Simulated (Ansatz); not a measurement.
**YTeAu (P4/mmm)**

Level of theory: DFT PBE, scalar-relativistic, plane waves, PAW in Ansatz.

Settings: cutoff 420 eV, Γ-centred mesh 12×12×8 on the computed 3-atom cell, Gaussian smearing of 0.10 eV; no spin polarisation.

The structure is relaxed at this level of theory with its symmetry kept, and needn't be the ground state of this composition.

```
CELL_PARAMETERS angstrom
4.18370 0.00000 0.00000
0.00000 4.18370 0.00000
0.00000 0.00000 5.83601
ATOMIC_POSITIONS crystal
Y 0.50000 0.50000 0.50000
Te 0.50000 0.50000 0.00000
Au 0.00000 0.00000 0.50000
```

```json
{"Space group": "P4/mmm (No. 123)", "Volume per atom": "34.05 Å³", "Formation energy from the elements' standard states (uncorrected)": "-0.416 eV/atom", "Kohn–Sham band gap": "none (metal)", "Density of states at the Fermi level": "2.2 states/eV per cell", "Orbital (Löwdin) character within 0.5 eV of the Fermi level": "Te 5p 51 %, Y 4d 32 %, Y 5s 9 %", "Bader charge by site (e)": "Y (1 in the cell) 1.70, Te (1 in the cell) -0.73, Au (1 in the cell) -0.97"}
```

Spin-orbit coupling is left out, which matters for the bands of heavy elements.

The cell was found from a structure generator's guess, not taken from experiment. Löwdin shares on free-atom orbitals overweight diffuse shells.
